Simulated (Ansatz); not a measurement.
Geometry optimisation in Ansatz: input, command and trajectory.

```yaml
crystal:
  lattice:
    - [4.1164942632, 0.0, 0.0]
    - [-2.0582471315, 3.5649886064, 0.0]
    - [0.0, 0.0, 6.5924236042]
  atoms:
    - { symbol: Tl, position: [0.3333333333, 0.6666666667, 0.0] }
    - { symbol: Tl, position: [0.6666666667, 0.3333333333, 0.5] }
    - { symbol: Si, position: [0.3333333333, 0.6666666667, 0.3821] }
    - { symbol: Si, position: [0.6666666667, 0.3333333333, 0.8821] }
basis:
  ecutwfc: 420
kpoints:
  mp_grid: { grid: [6, 6, 4] }
hamiltonian:
  xc: pbe
scf:
  occupations: { method: gaussian, width: 0.1 }
  lower_state_search: "off"
output:
  forces: true
  stress: true
  eigenvalues: true
relax:
  adjacent_minimum: "off"
  f_tol: 0.04
  max_steps: 70
  cell: { stress_tol: 0.4 }
```

```bash
ansatz run input.yaml --threads 1 --pin off --max-ram 2560MiB --backend cpu --events-out ev --progress --plain --runs-dir out
```

Computed with DFT PBE, scalar-relativistic, plane waves, PAW (Ansatz).

Of 10 frames 9 are shown, positions in Å and forces in eV/Å; the SCF threshold varies from step to step. Steps run on the plane waves of an earlier cell, with a Pulay correction in the pressure. The basis is chosen afresh for the last frame, the zero of the energies, and at times for earlier ones too; energy and pressure step there, also at an unchanged geometry. Here that happened at step 8 (-3 meV/atom, 0.1 GPa); the frames before carry an error of that size. The mark taken_back stands on steps that the optimiser undid.

```xyz
4
Lattice="4.1165 0.0000 0.0000 -2.0582 3.5650 0.0000 0.0000 0.0000 6.5924" Properties=species:S:1:pos:R:3:forces:R:3 pbc="T T T" step=1 free_energy_over_end_meV_per_atom=213.50 pressure_GPa=13.22
Tl    0.0000    2.3767    0.0000    0.0000    0.0000    0.1427
Tl    2.0582    1.1883    3.2962    0.0000    0.0000    0.1427
Si    0.0000    2.3767    2.5190    0.0000    0.0000   -0.1427
Si    2.0582    1.1883    5.8152    0.0000    0.0000   -0.1427
4
Lattice="4.2679 0.0000 0.0000 -2.1340 3.6961 0.0000 0.0000 0.0000 6.9137" Properties=species:S:1:pos:R:3:forces:R:3 pbc="T T T" step=2 free_energy_over_end_meV_per_atom=51.64 pressure_GPa=4.28
Tl    0.0000    2.4641    0.0135    0.0000    0.0000    0.1633
Tl    2.1340    1.2320    3.4703    0.0000    0.0000    0.1633
Si    0.0000    2.4641    2.6282    0.0000    0.0000   -0.1633
Si    2.1340    1.2320    6.0851    0.0000    0.0000   -0.1633
4
Lattice="4.3030 0.0000 0.0000 -2.1515 3.7265 0.0000 0.0000 0.0000 7.2344" Properties=species:S:1:pos:R:3:forces:R:3 pbc="T T T" step=3 free_energy_over_end_meV_per_atom=14.59 pressure_GPa=1.03
Tl    0.0000    2.4844    0.0569    0.0000    0.0000    0.1230
Tl    2.1515    1.2422    3.6742    0.0000    0.0000    0.1230
Si    0.0000    2.4844    2.7073    0.0000    0.0000   -0.1230
Si    2.1515    1.2422    6.3246    0.0000    0.0000   -0.1230
4
Lattice="4.2756 0.0000 0.0000 -2.1378 3.7028 0.0000 0.0000 0.0000 7.4991" Properties=species:S:1:pos:R:3:forces:R:3 pbc="T T T" step=4 free_energy_over_end_meV_per_atom=6.30 pressure_GPa=-0.21
Tl    0.0000    2.4685    0.1096    0.0000    0.0000   -0.0195
Tl    2.1378    1.2343    3.8592    0.0000    0.0000   -0.0195
Si    0.0000    2.4685    2.7558    0.0000    0.0000    0.0195
Si    2.1378    1.2343    6.5054    0.0000    0.0000    0.0195
4
Lattice="4.2343 0.0000 0.0000 -2.1171 3.6670 0.0000 0.0000 0.0000 7.5909" Properties=species:S:1:pos:R:3:forces:R:3 pbc="T T T" step=5 free_energy_over_end_meV_per_atom=4.41 pressure_GPa=-0.14
Tl    0.0000    2.4447    0.1309    0.0000    0.0000   -0.0294
Tl    2.1171    1.2223    3.9263    0.0000    0.0000   -0.0294
Si    0.0000    2.4447    2.7696    0.0000    0.0000    0.0293
Si    2.1171    1.2223    6.5650    0.0000    0.0000    0.0293
4
Lattice="4.1323 0.0000 0.0000 -2.0661 3.5786 0.0000 0.0000 0.0000 7.8140" Properties=species:S:1:pos:R:3:forces:R:3 pbc="T T T" step=6 free_energy_over_end_meV_per_atom=8.73 pressure_GPa=-0.08 taken_back
Tl    0.0000    2.3858    0.1808    0.0000    0.0000   -0.1393
Tl    2.0661    1.1929    4.0878    0.0000    0.0000   -0.1393
Si    0.0000    2.3858    2.8050    0.0000    0.0000    0.1393
Si    2.0661    1.1929    6.7120    0.0000    0.0000    0.1393
4
Lattice="4.2046 0.0000 0.0000 -2.1023 3.6413 0.0000 0.0000 0.0000 7.6328" Properties=species:S:1:pos:R:3:forces:R:3 pbc="T T T" step=7 free_energy_over_end_meV_per_atom=3.72 pressure_GPa=0.06
Tl    0.0000    2.4275    0.1375    0.0000    0.0000    0.0205
Tl    2.1023    1.2138    3.9540    0.0000    0.0000    0.0205
Si    0.0000    2.4275    2.7790    0.0000    0.0000   -0.0205
Si    2.1023    1.2138    6.5954    0.0000    0.0000   -0.0205
4
Lattice="4.2046 0.0000 0.0000 -2.1023 3.6413 0.0000 0.0000 0.0000 7.6328" Properties=species:S:1:pos:R:3:forces:R:3 pbc="T T T" step=8 free_energy_over_end_meV_per_atom=0.38 pressure_GPa=0.19
Tl    0.0000    2.4275    0.1375    0.0000    0.0000    0.0234
Tl    2.1023    1.2138    3.9540    0.0000    0.0000    0.0234
Si    0.0000    2.4275    2.7790    0.0000    0.0000   -0.0234
Si    2.1023    1.2138    6.5954    0.0000    0.0000   -0.0234
4
Lattice="4.1901 0.0000 0.0000 -2.0950 3.6287 0.0000 0.0000 0.0000 7.7037" Properties=species:S:1:pos:R:3:forces:R:3 pbc="T T T" step=10 free_energy_over_end_meV_per_atom=0.00 pressure_GPa=-0.03
Tl    0.0000    2.4191    0.1490    0.0000    0.0000    0.0002
Tl    2.0950    1.2096    4.0008    0.0000    0.0000    0.0002
Si    0.0000    2.4191    2.7945    0.0000    0.0000   -0.0002
Si    2.0950    1.2096    6.6464    0.0000    0.0000   -0.0002
```

The start puts this composition into another compound's structure type, which needn't suit it. At the end the space group is P6_3mc (tolerance 0.05 Å).

Time: 47 s on 1 thread of Arm Neoverse V1, with other jobs on the host, peak memory 0.35 GiB.

The k mesh is coarse. Spin–orbit coupling is left out, which can shift energies with elements as heavy as these.